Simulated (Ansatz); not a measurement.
MgO:
```yaml
crystal:
  lattice:
    - [3.25626, 0.00000, 0.00000]
    - [-1.62813, 2.82000, 0.00000]
    - [0.00000, 0.00000, 15.48643]
  atoms:
    - { symbol: Mg, position: [0.66667, 0.33333, 0.64803] }
    - { symbol: Mg, position: [0.66667, 0.33333, 0.97924] }
    - { symbol: Mg, position: [0.33333, 0.66667, 0.81363] }
    - { symbol: Mg, position: [0.33333, 0.66667, 0.48184] }
    - { symbol: Mg, position: [0.33333, 0.66667, 0.14744] }
    - { symbol: Mg, position: [0.00000, 0.00000, 0.31364] }
    - { symbol: O, position: [0.66667, 0.33333, 0.85175] }
    - { symbol: O, position: [0.66667, 0.33333, 0.52051] }
    - { symbol: O, position: [0.33333, 0.66667, 0.01862] }
    - { symbol: O, position: [0.33333, 0.66667, 0.68615] }
    - { symbol: O, position: [0.33333, 0.66667, 0.35303] }
    - { symbol: O, position: [0.00000, 0.00000, 0.18611] }
```

Relaxed with r²SCAN. Special points in fractions of this cell's reciprocal vectors: Γ (0.000, 0.000, 0.000); M (0.500, 0.000, 0.000); K (0.333, 0.333, 0.000); A (0.000, 0.000, 0.500); L (0.500, 0.000, 0.500); H (0.333, 0.333, 0.500).

Q: List the band energies nearest the valence-band maximum at these points for r²SCAN (plane waves, PAW; program Ansatz).

A: In eV from the valence-band maximum; about four levels below and three above (degenerate sets whole), none deeper than 8.9 eV; points with the same levels are listed once.

```
k                          below           above
-  -----------------------------  --------------
Γ   -0.23 -0.23 -0.14 -0.14 0.00  4.28 5.59 5.63
M        -0.52 -0.49 -0.40 -0.30  7.55 7.72 8.38
K        -0.60 -0.49 -0.40 -0.39  8.63 8.74 9.13
A        -0.22 -0.22 -0.14 -0.14  4.63 4.74 6.68
L        -0.54 -0.41 -0.37 -0.32  7.50 7.76 8.40
H  -0.76 -0.76 -0.59 -0.41 -0.30  8.63 8.74 9.13
```

Space group P3m1. The first step of the workflow began from a Materials Project structure, measured or hypothetical; the Crystallography Open Database copy checked does not list it. It is not the phase usual at ambient conditions (space group No. 225). The r²SCAN relaxation kept the symmetry of its start; its stability against distortions is not shown here.

Potentials: the later of the program's two PAW sets.
